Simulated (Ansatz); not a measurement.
## CsPbBr3: a film clamped to a substrate

Level of theory: DFT PBEsol, scalar-relativistic, plane waves, PAW in Ansatz. The runs took a 420 eV cutoff, a Γ-centred 6×6×6 mesh and Gaussian smearing (0.05 eV). Spin–orbit coupling is left out, which matters for the heavy elements here. No spin polarisation. Energies are free energies at this smearing, counted from the undisturbed cell; pressure is positive in compression.

Reference structure (as given, not relaxed at this level; it stands at 0.0 GPa, and it needn't be the usual structure):

```xyz
5
Lattice="5.8700 0.0000 0.0000 0.0000 5.8700 0.0000 0.0000 0.0000 5.8700" Properties=species:S:1:pos:R:3 pbc="T T T"
Cs    0.0000    0.0000    0.0000
Pb    2.9350    2.9350    2.9350
Br    0.0000    2.9350    2.9350
Br    2.9350    0.0000    2.9350
Br    2.9350    2.9350    0.0000
```

The cell (5 atoms, V0 = 202.26 Å³) is strained by p along both x and y and by q along z, fractional coordinates fixed. τp = (1/V0) ∂E/∂p = (σxx + σyy)(1 + p)(1 + q) and τq = (1/V0) ∂E/∂q = σzz(1 + p)², with tension positive.

| p | q | ΔE (meV/atom) | τp (GPa) | τq (GPa) |
| --- | --- | --- | --- | --- |
| 0.000 | 0.000 | 0.00 | -0.05 | -0.02 |
| -0.050 | 0.000 | 45.67 | -7.92 | -0.71 |
| 0.050 | 0.000 | 29.94 | 4.35 | 0.57 |
| 0.000 | -0.050 | 20.50 | -0.73 | -3.56 |
| 0.000 | 0.050 | 13.15 | 0.56 | 1.90 |

Problem. Get the second derivatives of the energy density.

Solution. Central differences give A = ∂τp/∂p = 123 GPa (C11 + C22 + 2 C12), C = ∂τq/∂q = 55 GPa (C33) and the cross term B = ∂τq/∂p = 12.8 GPa (C13 + C23); ∂τp/∂q = 12.9 GPa must equal B, and any difference shows higher-order terms. Steps this large leave an error of some per cent of A or C in all of these, which can swamp a small B. The ions are clamped. In a cubic crystal C11 = C = 55, C12 = B/2 = 6.4 GPa and A should be 2(C11 + C12) = 122 GPa; the bulk modulus is (C11 + 2 C12)/3 = 22.5 GPa.

Problem. A film of this crystal grows with z along the normal on a substrate that imposes p. How does its thickness respond, and what does the misfit cost?

Solution. Count p and q from the stress-free cell. A free surface needs τq = 0, so q = −(B/C) p = -0.23 p. The energy density left is (A − B²/C) p²/2 = M p², with the biaxial modulus M = 60 GPa; a misfit of 1 % costs 1.51 meV/atom, against 1.55 meV/atom if the thickness were held.

At p = 0.050 the energies along q are 42.5 (q = -0.050), 29.9 (q = 0.000), 50.2 (q = 0.050) meV/atom.

Problem. Does the linear rule hold at this misfit?

Solution. A parabola through the lowest point and its neighbours has its minimum at q = -0.006, 29.7 meV/atom. With the stress left in the starting cell, τp0 and τq0, linear elasticity gives q = −(τq0 + Bp)/C = -0.011 and E = V0(τp0 p + τq0 q + Ap²/2 + Bpq + Cq²/2)/N = 37.3 meV/atom. The energies differ by more than a tenth, so the quadratic law fails here: the gap holds the anharmonic part, with some error from the wide steps. Cubic terms also shift the vertex of so wide a parabola.

Symmetry holds off the tilts and polar distortions that many cubic perovskites undergo.